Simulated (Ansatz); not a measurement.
GaN:
Space group P6₃/mmc (No. 194); a = b = 3.154 Å, c = 7.598 Å, α = β = 90.00°, γ = 120.00°

```tsv
atom	site	symmetry	x	y	z
Ga	2d	-6m2	0.6667	0.3333	0.2500
N	2b	-6m2	0.0000	0.0000	0.2500
```

Relaxed at zero pressure with LDA in the plane-wave PAW code Ansatz.

Q: The volume is lowered by 9 % and shape and atoms relax at that volume. What pressure results, and how do the axes share the change?

A: 2.2 GPa; a -0.3 %, b -0.3 %, c -8.4 %; the energy rises by 8 meV/atom.

Q: Give the new structure.

A: 
Space group P6₃/mmc (No. 194); a = 3.1434 Å, b = 3.1434 Å, c = 6.9615 Å, α = 90.00°, β = 90.00°, γ = 120.00°

```json
[
 {"atom": "Ga", "site": "2d", "symmetry": "-6m2", "x": "0.6667", "y": "0.3333", "z": "0.2500"},
 {"atom": "N", "site": "2b", "symmetry": "-6m2", "x": "0.0000", "y": "0.0000", "z": "0.2500"}
]
```

The phase is kept; no other phase was compared at this pressure.

Space group P6_3/mmc. The workflow started from a Materials Project entry (that database holds measured and hypothetical structures alike); the Crystallography Open Database copy checked does not list it. It is not the phase usual at ambient conditions (space group No. 186, 216). Symmetry was held in the LDA relaxation; phonons on a q-mesh show weakly imaginary modes. A crystal of weakly bound layers computed without a dispersion correction: the cell and the soft elastic constants depend strongly on that.

Potentials: the later of the program's two PAW sets.
